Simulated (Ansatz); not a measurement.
Input file for Ansatz (a program for electronic structure):

Ansatz 0.2 input:
```yaml
crystal:
  lattice:
    - [-2.751615164, 2.751615164, 3.8983752728]
    - [2.751615164, -2.751615164, 3.8983752728]
    - [2.751615164, 2.751615164, -3.8983752728]
  atoms:
    - { symbol: Sr, position: [0.75, 0.25, 0.5] }
    - { symbol: Sr, position: [0.25, 0.75, 0.5] }
    - { symbol: O, position: [0.25, 0.25, 0.0] }
    - { symbol: O, position: [0.75, 0.75, 0.0] }
    - { symbol: Ti, position: [0.0, 0.0, 0.0] }
    - { symbol: Ti, position: [0.5, 0.5, 0.0] }
    - { symbol: O, position: [0.7371148251, 0.2371148251, 0.9742296502] }
    - { symbol: O, position: [0.2371148251, 0.2628851749, 0.5] }
    - { symbol: O, position: [0.2628851749, 0.7628851749, 0.0257703498] }
    - { symbol: O, position: [0.7628851749, 0.7371148251, 0.5] }
kpoints:
  mp_grid: { grid: [4, 4, 4] }
hamiltonian:
  xc: hse06
  pseudopotentials: { kind: paw }
magnetization: { noncollinear: true, spin_orbit: true }
scf:
  n_extra_bands: 20
  occupations: { method: gaussian, width: 0.02 }
output:
  eigenvalues: true
  eigenstates:
    e_range: [-9.0, 13.1]
    kpoints:
      - [0.0, 0.0, 0.0]  # VBM
      - [0.0, 0.0, 0.0]  # CBM
      - [0.0, 0.0, 0.0]  # GAMMA
      - [0.5, 0.5, -0.5]  # M
      - [0.0, 0.0, 0.5]  # X
      - [0.25, 0.25, 0.25]  # P
      - [0.0, 0.5, 0.0]  # N
      - [-0.3745512555, 0.3745512555, 0.3745512555]  # S_0
      - [0.3745512555, 0.6254487445, -0.3745512555]  # S
      - [-0.249102511, 0.249102511, 0.5]  # R
      - [0.5, 0.5, -0.249102511]  # G
```

Output (shortened):

```
Pseudopotential: Sr, paw_fr, valence charge 10
Pseudopotential: O, paw_fr, valence charge 6
Pseudopotential: Ti, paw_fr, valence charge 12
Functional definition: HSE06
non-collinear run that drives no moment, with spin-orbit …
Crystal: 10 atoms, lattice volume = 118.064 Å³
Basis set: ecut = 420 eV, 2277 PW (Γ)
Bands: 100, of which v1, the nominal top of the filled ones, is band 80 counted from 1 (79 counted from 0)
Symmetry: 16 space group operations + 16 with time reversal
k-points: 13 of 64
Projection manifold: j_resolved (fully-relativistic pseudo-atomic orbitals)
SCF iter   1: F=—  HF=-15510.304079 eV  |F-HF|=—  |Δ(HF+E_count)|=         —  Δρ=4.84e-2  dr2=2.57e0  dr2_m=0.00e0 (ungated)  ethr=1.00e-1  |M|=0.00e0 ∫|m|=0.00e0 μB  |m|>n=0.0e0 m-floor=0.0e0 τ_xc=0.0e0  β_m=0.30  ⟨swp⟩=4.7  Hψ=4472  notcnv=0
preconditioner: auto → none
SCF iter   2: F=—  HF=-15510.246103 eV  |F-HF|=—  |Δ(HF+E_count)|=   5.80e-2  Δρ=3.41e-2  dr2=9.10e-1  dr2_m=0.00e0 (ungated)  ethr=3.21e-3  |M|=0.00e0 ∫|m|=0.00e0 μB  |m|>n=0.0e0 m-floor=0.0e0 τ_xc=0.0e0  β_m=0.40  ⟨swp⟩=5.9  Hψ=3620  notcnv=0  defer=22
SCF iter   3: F=—  HF=-15510.249448 eV  |F-HF|=—  |Δ(HF+E_count)|=   3.34e-3  Δρ=1.93e-2  dr2=4.18e-1  dr2_m=0.00e0 (ungated)  ethr=1.14e-3  |M|=0.00e0 ∫|m|=0.00e0 μB  |m|>n=0.0e0 m-floor=0.0e0 τ_xc=0.0e0  β_m=0.41  ⟨swp⟩=4.4  Hψ=3271  notcnv=0  defer=8
iter 4 solved again at ethr=3.73e-5 eV; its pass at ethr=5.23e-4 eV (dr2=2.98e-2 eV) is discarded
SCF iter   4: F=—  HF=-15510.283488 eV  |F-HF|=—  |Δ(HF+E_count)|=   3.40e-2  Δρ=6.51e-3  dr2=3.17e-2  dr2_m=0.00e0 (ungated)  ethr=3.73e-5  |M|=0.00e0 ∫|m|=0.00e0 μB  |m|>n=0.0e0 m-floor=0.0e0 τ_xc=0.0e0  β_m=0.65  ⟨swp⟩=5.9  Hψ=6473  notcnv=0  defer=27
SCF iter   5: F=—  HF=-15510.294572 eV  |F-HF|=—  |Δ(HF+E_count)|=   1.11e-2  Δρ=2.35e-3  dr2=7.56e-3  dr2_m=0.00e0 (ungated)  ethr=3.73e-5  |M|=0.00e0 ∫|m|=0.00e0 μB  |m|>n=0.0e0 m-floor=0.0e0 τ_xc=0.0e0  β_m=0.62  ⟨swp⟩=4.8  Hψ=3682  notcnv=0  defer=5
SCF iter   6: F=-15510.292053 eV  HF=-15510.292083 eV  |F-HF|=2.95e-5  |Δ(HF+E_count)|=   2.49e-3  Δρ=3.55e-4  dr2=1.12e-4  dr2_m=0.00e0 (ungated)  ethr=9.45e-6  |M|=0.00e0 ∫|m|=0.00e0 μB  |m|>n=0.0e0 m-floor=0.0e0 τ_xc=0.0e0  ⟨swp⟩=4.7  Hψ=3361  notcnv=0  defer=4
SCF 1 stopped early in 6 iterations: F = -15510.292053 eV  dr2 = 1.12e-4
Crystal: 10 atoms, lattice volume = 118.064 Å³
Projection manifold: j_resolved (fully-relativistic pseudo-atomic orbitals)
Exchange kernel: α = 0.2500, screened, ω = 0.2079 Å⁻¹, Wigner–Seitz truncation, v(0) = 1045.9781 eV·Å³, q-mesh 4×4×4, nearest image of the exchange supercell L …
Frozen-core exchange: fock
SCF iter   1: F=—  HF=-15510.720995 eV  |F-HF|=—  |Δ(HF+E_count)|=         —  Δρ=2.73e-2  dr2=1.30e0  dr2_m=0.00e0 (ungated)  ethr=1.40e-6  |M|=0.00e0 ∫|m|=0.00e0 μB  |m|>n=0.0e0 m-floor=0.0e0 τ_xc=0.0e0  β_m=0.30  ⟨swp⟩=10.2  Hψ=6824  notcnv=0
preconditioner: auto → none
SCF iter   2: F=—  HF=-15510.392135 eV  |F-HF|=—  |Δ(HF+E_count)|=   3.29e-1  Δρ=8.38e-3  dr2=8.48e-2  dr2_m=0.00e0 (ungated)  ethr=1.40e-6  |M|=0.00e0 ∫|m|=0.00e0 μB  |m|>n=0.0e0 m-floor=0.0e0 τ_xc=0.0e0  β_m=0.32  ⟨swp⟩=8.0  Hψ=6350  notcnv=0  defer=36
SCF iter   3: F=—  HF=-15510.429853 eV  |F-HF|=—  |Δ(HF+E_count)|=   3.77e-2  Δρ=4.37e-3  dr2=2.15e-2  dr2_m=0.00e0 (ungated)  ethr=1.40e-6  |M|=0.00e0 ∫|m|=0.00e0 μB  |m|>n=0.0e0 m-floor=0.0e0 τ_xc=0.0e0  β_m=0.32  ⟨swp⟩=5.0  Hψ=5042  notcnv=0
SCF iter   4: F=—  HF=-15510.423081 eV  |F-HF|=—  |Δ(HF+E_count)|=   6.77e-3  Δρ=2.47e-3  dr2=3.53e-3  dr2_m=0.00e0 (ungated)  ethr=1.40e-6  |M|=0.00e0 ∫|m|=0.00e0 μB  |m|>n=0.0e0 m-floor=0.0e0 τ_xc=0.0e0  β_m=0.49  ⟨swp⟩=4.8  Hψ=3981  notcnv=0
SCF iter   5: F=—  HF=-15510.423506 eV  |F-HF|=—  |Δ(HF+E_count)|=   4.25e-4  Δρ=8.87e-4  dr2=1.00e-3  dr2_m=0.00e0 (ungated)  ethr=1.40e-6  |M|=0.00e0 ∫|m|=0.00e0 μB  |m|>n=0.0e0 m-floor=0.0e0 τ_xc=0.0e0  β_m=0.49  ⟨swp⟩=3.8  Hψ=3508  notcnv=0
SCF iter   6: F=-15510.423239 eV  HF=-15510.423246 eV  |F-HF|=7.01e-6  |Δ(HF+E_count)|=   2.59e-4  Δρ=2.66e-4  dr2=4.24e-5  dr2_m=0.00e0 (ungated)  ethr=1.17e-6  |M|=0.00e0 ∫|m|=0.00e0 μB  |m|>n=0.0e0 m-floor=0.0e0 τ_xc=0.0e0  ⟨swp⟩=2.8  Hψ=2400  notcnv=0
SCF 2 stopped early in 6 iterations: F = -15510.423239 eV  dr2 = 4.24e-5
hybrid outer 1: dexx = +5.915e-2 eV, tail = 2.60e-4 eV
Crystal: 10 atoms, lattice volume = 118.064 Å³
Projection manifold: j_resolved (fully-relativistic pseudo-atomic orbitals)
Exchange kernel: α = 0.2500, screened, ω = 0.2079 Å⁻¹, Wigner–Seitz truncation, v(0) = 1045.9781 eV·Å³, q-mesh 4×4×4, nearest image of the exchange supercell L …
Frozen-core exchange: fock
SCF iter   1: F=—  HF=-15510.421750 eV  |F-HF|=—  |Δ(HF+E_count)|=         —  Δρ=1.35e-4  dr2=1.04e-5  dr2_m=0.00e0 (ungated)  ethr=1.63e-6  |M|=0.00e0 ∫|m|=0.00e0 μB  |m|>n=0.0e0 m-floor=0.0e0 τ_xc=0.0e0  β_m=0.30  ⟨swp⟩=4.2  Hψ=3079  notcnv=0
preconditioner: auto → none
SCF iter   2: F=—  HF=-15510.421751 eV  |F-HF|=—  |Δ(HF+E_count)|=   1.78e-6  Δρ=5.84e-5  dr2=3.09e-6  dr2_m=0.00e0 (ungated)  ethr=1.20e-8  |M|=0.00e0 ∫|m|=0.00e0 μB  |m|>n=0.0e0 m-floor=0.0e0 τ_xc=0.0e0  β_m=0.49  ⟨swp⟩=4.0  Hψ=3458  notcnv=0
SCF iter   3: F=—  HF=-15510.421752 eV  |F-HF|=—  |Δ(HF+E_count)|=   3.80e-7  Δρ=3.80e-5  dr2=1.62e-6  dr2_m=0.00e0 (ungated)  ethr=2.90e-9  |M|=0.00e0 ∫|m|=0.00e0 μB  |m|>n=0.0e0 m-floor=0.0e0 τ_xc=0.0e0  β_m=0.44  ⟨swp⟩=3.7  Hψ=3105  notcnv=0
SCF iter   4: F=—  HF=-15510.421758 eV  |F-HF|=—  |Δ(HF+E_count)|=   5.93e-6  Δρ=2.07e-5  dr2=3.18e-7  dr2_m=0.00e0 (ungated)  ethr=1.33e-9  |M|=0.00e0 ∫|m|=0.00e0 μB  |m|>n=0.0e0 m-floor=0.0e0 τ_xc=0.0e0  β_m=0.44  ⟨swp⟩=4.1  Hψ=3455  notcnv=0
iter 5 solved again at ethr=1.29e-11 eV; its pass at ethr=3.75e-10 eV (dr2=1.03e-8 eV) is discarded
SCF iter   5: F=-15510.421758 eV  HF=-15510.421758 eV  |F-HF|=7.44e-9  |Δ(HF+E_count)|=   9.96e-8  Δρ=3.05e-6  dr2=3.79e-8  dr2_m=0.00e0 (ungated)  ethr=1.29e-11  |M|=0.00e0 ∫|m|=0.00e0 μB  |m|>n=0.0e0 m-floor=0.0e0 τ_xc=0.0e0  ⟨swp⟩=4.1  Hψ=6122  notcnv=0
SCF 3 converged in 5 iterations: F = -15510.421758 eV  dr2 = 3.79e-8
hybrid outer 2: dexx = +5.956e-6 eV, tail = 1.32e-7 eV, Δε = 1.81e-3 eV (about 5.02e-5 eV left of the loop's levels)
NSCF: frozen V_eff on 11 k-points
hybrid SCF converged: 2 outer / 11 inner (+6 warm-up), last move |dexx| = 5.96e-6 eV, tail = 1.32e-7 eV
Stability not checked (fock_operator)
Magnetization: |M| = 0.0000 μB,  M = (+0.0000, +0.0000, +0.0000) μB
Absolute magnetization: 0.0000 μB (∫|m|)
  site 0: m = (+0.0000, +0.0000, +0.0000) μB, |m| = 0.0000 μB  (R = 1.11 Å)
  site 1: m = (+0.0000, +0.0000, +0.0000) μB, |m| = 0.0000 μB  (R = 1.11 Å)
  site 2: m = (+0.0000, +0.0000, +0.0000) μB, |m| = 0.0000 μB  (R = 0.80 Å)
  site 3: m = (+0.0000, +0.0000, +0.0000) μB, |m| = 0.0000 μB  (R = 0.80 Å)
  site 4: m = (+0.0000, +0.0000, +0.0000) μB, |m| = 0.0000 μB  (R = 0.80 Å)
  site 5: m = (+0.0000, +0.0000, +0.0000) μB, |m| = 0.0000 μB  (R = 0.80 Å)
  site 6: m = (+0.0000, +0.0000, +0.0000) μB, |m| = 0.0000 μB  (R = 0.80 Å)
  site 7: m = (+0.0000, +0.0000, +0.0000) μB, |m| = 0.0000 μB  (R = 0.80 Å)
  site 8: m = (+0.0000, +0.0000, +0.0000) μB, |m| = 0.0000 μB  (R = 0.80 Å)
  site 9: m = (+0.0000, +0.0000, +0.0000) μB, |m| = 0.0000 μB  (R = 0.80 Å)
Free energy (F): -15510.421757 eV
Frozen-core exchange: fock
Harris-Foulkes:  -15510.421757 eV  (|F-HF|=7.44e-9)
Internal energy: -15510.421757 eV  (E = F + TS)
E sigma→0 (E₀):  -15510.421757 eV
Fermi energy:    10.750385 eV
--- Per-component energies (eV) ---
  E_band       = -573.083327
  E_kinetic    = 2102.697353
  E_local      = -4715.897333  (includes V_loc(G=0)·N_el)
  E_nonlocal   = 681.858406
  E_hartree    = 1645.613065
  E_xc         = -797.076350
  E_vxc        = -913.138251  (∫ρ·V_xc dr)
  E_exx        = -243.712868  (= α·E_x^exact, valence–valence)
  E_paw        = -8380.886855  (= ΣΔE_a)
  E_vpaw       = -532.412000  (= ΣTr[D̂ρ^β])
  E_aug_tail   = 0.014992  (compensation charges beyond the density's cutoff)
  E_ewald      = -5801.793916
  E_core_change = -1.238250  (= ΣΔE_core)
  E_smearing   =  0.000000  (= −TS)
  E_closure    =  0.000000  (closes the sum)
  Σ components = -15510.421757   (vs F -15510.421757, Δ=0.00e0)
  [band-id]    e_kinetic+e_local+e_nonlocal+2·e_hartree+e_vxc+2·e_exx+e_vpaw+e_augmentation_tail = -573.076440   (vs E_band -573.083327, Δ=6.89e-3)
--- Band table (eV; the first three rows and the last of 13) ---
  k-point 0: bands = ["-51.6145", "-51.6145", "-51.6105", "-51.6105", "-26.7432", "-26.7432", "-26.6831", "-26.6831", "-26.0775", "-26.0775", "-26.0772", "-26.0772", "-26.0089", "-26.0089", "-26.0083", "-26.0083", "-25.4048", "-25.4048", "-25.3332", …
  k-point 1: bands = ["-51.6138", "-51.6138", "-51.6113", "-51.6113", "-26.7339", "-26.7339", "-26.6957", "-26.6957", "-26.0803", "-26.0803", "-26.0516", "-26.0516", "-26.0416", "-26.0416", "-26.0061", "-26.0061", "-25.3805", "-25.3805", "-25.3440", …
  k-point 2: bands = ["-51.6132", "-51.6132", "-51.6119", "-51.6119", "-26.7255", "-26.7255", "-26.7096", "-26.7096", "-26.0833", "-26.0833", "-26.0715", "-26.0715", "-26.0244", "-26.0244", "-26.0036", "-26.0036", "-25.3577", "-25.3577", "-25.3547", …
  k-point 12: bands = ["-51.6132", "-51.6132", "-51.6119", "-51.6119", "-26.7258", "-26.7258", "-26.7092", "-26.7092", "-26.0835", "-26.0835", "-26.0711", "-26.0711", "-26.0250", "-26.0250", "-26.0032", "-26.0032", "-25.3579", "-25.3579", "-25.3547", …
```

Cost: around 26 core-minutes (rough) on shared cores.

The points marked VBM and CBM come from a semilocal run.

Space group I4/mcm. The workflow started from an entry of the Crystallography Open Database (COD), which files this formula under 2 space groups. It is not the phase usual at ambient conditions (space group No. 221). The HSE06 relaxation kept the symmetry of its start; its stability against distortions is not shown here. The run is not spin-polarised.

Potentials: the later of the program's two PAW sets.

Ansatz is a plane-wave DFT program.
